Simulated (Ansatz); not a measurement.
A relaxed cell of CeO₂ (Fm-3m (No. 225)), relaxed on a k-mesh at least as fine as the one used below. Level of theory: r2SCAN (plane waves to 500 eV, PAW, scalar-relativistic; Ansatz, an electronic-structure program). Γ-centred k-mesh 7×7×7 on the run's cell (coarser than for final values), Fermi–Dirac smearing 0.05 eV.

```yaml
crystal:
  lattice:
    - [0.00000, 2.71868, 2.71868]
    - [2.71868, 0.00000, 2.71868]
    - [2.71868, 2.71868, 0.00000]
  atoms:
    - { symbol: Ce, position: [0.00000, 0.00000, 0.00000] }
    - { symbol: O, position: [0.25000, 0.25000, 0.25000] }
    - { symbol: O, position: [0.75000, 0.75000, 0.75000] }
```

The atoms are displaced by (Å):

```json
[
 {"atom": "Ce1", "ux": "-0.023", "uy": "0.076", "uz": "-0.067"},
 {"atom": "O2", "ux": "-0.026", "uy": "0.017", "uz": "-0.175"},
 {"atom": "O3", "ux": "-0.077", "uy": "-0.039", "uz": "0.111"}
]
```

What forces (eV/Å) and pressure result?


```csv
atom,Fx,Fy,Fz
Ce1,-0.45,-0.72,0.31
O2,-0.12,0.01,1.62
O3,0.57,0.71,-1.93
```

Pressure +3.3 GPa.

Estimate the energy cost of the displacement in the harmonic approximation and compare with the calculation.

For a harmonic well ΔE = −½ Σ F·u = 0.316 eV a cell, or 105 meV/atom. The calculated energy relative to the undisplaced cell is +100 meV/atom, so the harmonic estimate holds well.

No spin polarisation in the result: the starting moments vanished. The d or f electrons are treated with no Hubbard U. The f-shell occupation is the one the SCF fell into and was not checked against other states.

The run that gave the undisplaced cell could not lose the symmetry of its start; a randomly shaken copy of 3 atoms returns to this structure.
